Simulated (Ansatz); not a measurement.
## Symmetry broken, then relaxed in CsMgBiO$_{3}$

Level of theory: DFT LDA, scalar-relativistic, plane waves, PAW (Ansatz 0.2.0). Settings: plane waves to 420 eV, k-mesh 6×6×6 (Γ-centred), Gaussian smearing 0.05 eV. Spin–orbit coupling is left out, which can shift energies with elements as heavy as these. No spin polarisation. Energies are free energies at this smearing, counted from the undisturbed cell; pressure is positive in compression.

The starting cell (relaxed at this level; it needn't be the usual structure):

```yaml
crystal:
  lattice:
    - [3.13958, 1.81263, 3.76564]
    - [-3.13958, 1.81263, 3.76564]
    - [0.00000, -3.62527, 3.76564]
  atoms:
    - { symbol: Cs, position: [0.89880, 0.89880, 0.89880] }
    - { symbol: Mg, position: [0.30776, 0.30776, 0.30776] }
    - { symbol: Bi, position: [0.56670, 0.56670, 0.56670] }
    - { symbol: O, position: [0.49692, 0.98269, 0.49692] }
    - { symbol: O, position: [0.49692, 0.49692, 0.98269] }
    - { symbol: O, position: [0.98269, 0.49692, 0.49692] }
```

The atoms are displaced (Å, in the unstrained cell):

| atom | ux | uy | uz |
| --- | --- | --- | --- |
| Cs1 | -0.019 | 0.027 | 0.005 |
| Mg2 | -0.025 | -0.019 | 0.001 |
| Bi3 | 0.032 | -0.019 | -0.016 |
| O4 | 0.023 | -0.016 | 0.026 |
| O5 | 0.001 | 0.029 | -0.030 |
| O6 | -0.012 | -0.002 | 0.014 |

Cell and atoms are then relaxed.

Problem. Does the relaxation return to the undisturbed structure?

Solution. Yes (up to a choice of domain or origin): same space group and volume, and an energy 0.0 meV/atom from it. The disturbance itself cost 9.7 meV/atom. The final space group reads R3m (tolerance 0.05 Å) and the volume changes by -0.10 %.

Final structure:

```yaml
crystal:
  lattice:
    - [3.14636, 1.80559, 3.76513]
    - [-3.13119, 1.80292, 3.75376]
    - [0.00528, -3.63290, 3.77119]
  atoms:
    - { symbol: Cs, position: [0.89854, 0.89917, 0.89893] }
    - { symbol: Mg, position: [0.30744, 0.30761, 0.30783] }
    - { symbol: Bi, position: [0.56647, 0.56702, 0.56637] }
    - { symbol: O, position: [0.49822, 0.98426, 0.49816] }
    - { symbol: O, position: [0.49680, 0.49491, 0.98171] }
    - { symbol: O, position: [0.98232, 0.49681, 0.49680] }
```

The relaxation, step by step (energy from the first step; small jumps at an unchanged geometry come where the plane waves are selected anew for the new cell):

| step | ΔE (meV/atom) | largest force component (eV/Å) | pressure (GPa) |
| --- | --- | --- | --- |
| 1 | 0.0 | 1.153 | -0.07 |
| 2 | -7.2 | 0.423 | -0.44 |
| 3 | -9.6 | 0.111 | -0.11 |
| 4 | -9.8 | 0.026 | 0.04 |
| 5 | -9.8 | 0.009 | 0.00 |
| 6 | -9.7 | 0.010 | 0.00 |

Cost: 3 runs of about 1.9 core-minutes in all, on AMD EPYC 9R45 (Zen 5) (shared hosts).